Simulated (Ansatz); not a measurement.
K2NaInP2 (space group Ibam)

```xyz
12
Lattice="-3.2954 7.4255 3.2912 3.2954 -7.4255 3.2912 3.2954 7.4255 -3.2912" Properties=species:S:1:pos:R:3 pbc="T T T"
K     -1.7058     4.8000     3.2912
K      5.0013     2.6255     0.0000
K      1.5896     2.6255     3.2912
K      1.7058     4.8000     0.0000
Na     0.0000     0.0000     1.6456
Na     0.0000     0.0000     4.9368
In     0.0000     7.4255     1.6456
In     3.2954     0.0000     1.6456
P      1.4182     8.9089     0.0000
P      1.8772    -1.4834     3.2912
P      1.4182     5.9421     3.2912
P      1.8772     1.4834     0.0000
```

The slice is a (010) plane (indices of the conventional cell) through the point (0.750, 0.750, 0.000) (fractional), spanned by u = [110] and v = [011] in vectors of this cell: u (6.58 Å) and v (6.59 Å, at 90° to u). It covers one period; positions are fractions (u, v).

All values below come from PBEsol (plane waves to 420 eV, PAW, scalar-relativistic; Ansatz, an electronic-structure program). k mesh 6×6×6. These are valence fields of a PAW run, semicore shells included where kept as valence: close to a nucleus they are smooth pseudo fields. K2NaInP2 was relaxed with its symmetry unable to fall.

Three fields on this plane, each scaled to ten steps between its own extremes (0 low, 9 high; the total valence density on a logarithmic scale, the potential cut 8 eV below its top; x marks points blanked near nuclei; v = 0 in the bottom row):

Map A
```
|xxxxx00100xxxxxxxxx00100xxxx|
|xxxx0023200xxxxxxx0023200xxx|
|xxxx0156510xxxxxxx0156510xxx|
|xx00158985100xxx00158985100x|
|0001489998410000014899984100|
|1124789998742111247899987421|
|3345789998754333457899987543|
|3445678887654434456788876544|
|3334567776543333345677765433|
|xx33455655433xxx33455655433x|
|xxxx3444443xxxxxxx3444443xxx|
|xxxx3333333xxxxxxx3333333xxx|
|xxxxx23232xxxxxxxxx23232xxxx|
|xxxxx22222xxxxxxxxx22222xxxx|
|xxxxx23232xxxxxxxxx23232xxxx|
|xxxx3333333xxxxxxx3333333xxx|
|xxxx3444443xxxxxxx3444443xxx|
|xx33455655433xxx33455655433x|
|3334567776543333345677765433|
|3445678887654434456788876544|
|3345789998754333457899987543|
|1124789998742111247899987421|
|0001489998410000014899984100|
|xx00158985100xxx00158985100x|
|xxxx0156510xxxxxxx0156510xxx|
|xxxx0023200xxxxxxx0023200xxx|
|xxxxx00100xxxxxxxxx00100xxxx|
|xxxxx00100xxxxxxxxx00100xxxx|
```

Map B
```
|xxxxx10001xxxxxxxxx10001xxxx|
|xxxx3111113xxxxxxx3111113xxx|
|xxxx2112112xxxxxxx2112112xxx|
|xx32222322223xxx32222322223x|
|2222333333322222223333333222|
|2223344444332222233444443322|
|3334445554443333344455544433|
|5555555555555555555555555555|
|7776655555667777766555556677|
|xx98765556789xxx98765556789x|
|xxxx8655568xxxxxxx8655568xxx|
|xxxx9765679xxxxxxx9765679xxx|
|xxxxx76567xxxxxxxxx76567xxxx|
|xxxxx86568xxxxxxxxx86568xxxx|
|xxxxx76567xxxxxxxxx76567xxxx|
|xxxx9765679xxxxxxx9765679xxx|
|xxxx8655568xxxxxxx8655568xxx|
|xx98765556789xxx98765556789x|
|7776655555667777766555556677|
|5555555555555555555555555555|
|3334445554443333344455544433|
|2223344444332222233444443322|
|2222333333322222223333333222|
|xx32222322223xxx32222322223x|
|xxxx2112112xxxxxxx2112112xxx|
|xxxx3111113xxxxxxx3111113xxx|
|xxxxx10001xxxxxxxxx10001xxxx|
|xxxxx10001xxxxxxxxx10001xxxx|
```

Map C
```
|xxxxx67876xxxxxxxxx67876xxxx|
|xxxx4788874xxxxxxx4788874xxx|
|xxxx6899986xxxxxxx6899986xxx|
|xx46789998764xxx46789998764x|
|6678899999887666788999998876|
|7788999999988777889999999887|
|7788999999988777889999999887|
|5678899999887656788999998876|
|0135788988753101357889887531|
|xx01478887410xxx01478887410x|
|xxxx1578751xxxxxxx1578751xxx|
|xxxx0367630xxxxxxx0367630xxx|
|xxxxx15751xxxxxxxxx15751xxxx|
|xxxxx05650xxxxxxxxx05650xxxx|
|xxxxx15751xxxxxxxxx15751xxxx|
|xxxx0367630xxxxxxx0367630xxx|
|xxxx1578751xxxxxxx1578751xxx|
|xx01478887410xxx01478887410x|
|0135788988753101357889887531|
|5678899999887656788999998876|
|7788999999988777889999999887|
|7788999999988777889999999887|
|6678899999887666788999998876|
|xx46789998764xxx46789998764x|
|xxxx6899986xxxxxxx6899986xxx|
|xxxx4788874xxxxxxx4788874xxx|
|xxxxx67876xxxxxxxxx67876xxxx|
|xxxxx57875xxxxxxxxx57875xxxx|
```

Question: Assign the maps to these fields: electron localisation function (ELF); valence electron density; electrostatic potential energy of an electron, from the cell's mean.

Answer: A is the electron localisation function (ELF); B is the valence electron density; C is the electrostatic potential energy of an electron, from the cell's mean.
